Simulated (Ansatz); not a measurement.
The calculation used DFT PBE, scalar-relativistic, plane waves, PAW (Ansatz 0.2.0). All cells share a 420 eV cutoff and Γ-centred k meshes spaced at most about 0.3 Å⁻¹ (about 0.25 or finer for metals, 2π included). Collinear spin in cells that started with moments and kept them past the coarse steps, no spin elsewhere.

All energies are static (0 K, no zero-point motion). All come from trial cells, and lower structures may exist.

Question: Order these relaxed structures of Sc3W by energy, lowest first, with the energy over the lowest of them.
A.

```xyz
4
Lattice="3.0955 0.0000 0.0000 -1.5477 2.6808 0.0000 0.0000 0.0000 10.2208" Properties=species:S:1:pos:R:3 pbc="T T T"
Sc    1.5477    0.8936    5.1104
Sc    0.0000    1.7872    2.3526
Sc    0.0000    1.7872    7.8681
W     1.5477    0.8936    0.0000
```

B.

```xyz
8
Lattice="6.2273 0.0000 0.0000 -3.1137 5.3930 0.0000 0.0000 0.0000 4.9405" Properties=species:S:1:pos:R:3 pbc="T T T"
Sc    0.0000    1.8382    1.2351
Sc    1.5218    4.4739    1.2351
Sc   -1.5218    4.4739    1.2351
Sc    3.1137    3.5549    3.7054
Sc    1.5919    0.9191    3.7054
Sc    4.6354    0.9191    3.7054
W     0.0000    3.5954    3.7054
W     3.1137    1.7977    1.2351
```

C.

```xyz
4
Lattice="4.3614 0.0000 0.0000 0.0000 4.3614 0.0000 0.0000 0.0000 4.3614" Properties=species:S:1:pos:R:3 pbc="T T T"
Sc    2.1807    0.0000    2.1807
Sc    0.0000    2.1807    2.1807
Sc    2.1807    2.1807    0.0000
W     0.0000    0.0000    0.0000
```

D.

```xyz
4
Lattice="0.0000 3.4429 3.4429 3.4429 0.0000 3.4429 3.4429 3.4429 0.0000" Properties=species:S:1:pos:R:3 pbc="T T T"
Sc    1.7215    1.7215    1.7215
Sc    5.1644    5.1644    5.1644
Sc    3.4429    3.4429    3.4429
W     0.0000    0.0000    0.0000
```

Answer: B (0 meV/atom), C (56 meV/atom), A (82 meV/atom), D (95 meV/atom). Forms: B Ni3Sn (D0_19) type, P6_3/mmc, no spin; C Cu3Au (L1_2) type, Pm-3m, no spin; A P-6m2, moments up to 0.3 μB; D BiF3 (D0_3) type, Fm-3m, no spin. Counting all near atoms (those within 1.25 times the shortest distance at each site; a plus sign parts nearer from farther groups): B has Sc 12, W 12; C has Sc 12, W 12; A has Sc 12, W 12; D has Sc 8+6, W 8+6. Even the lowest lies +0.20 eV/atom against the elements.

For metals, differences of a few meV/atom aren't resolved. Spin–orbit coupling, which can matter for W, is left out. The magnetic state reached may not be the lowest. Cells relaxed within their symmetry can be saddle points. Some types were kept out of the candidates beforehand, so the set may lack a known form.
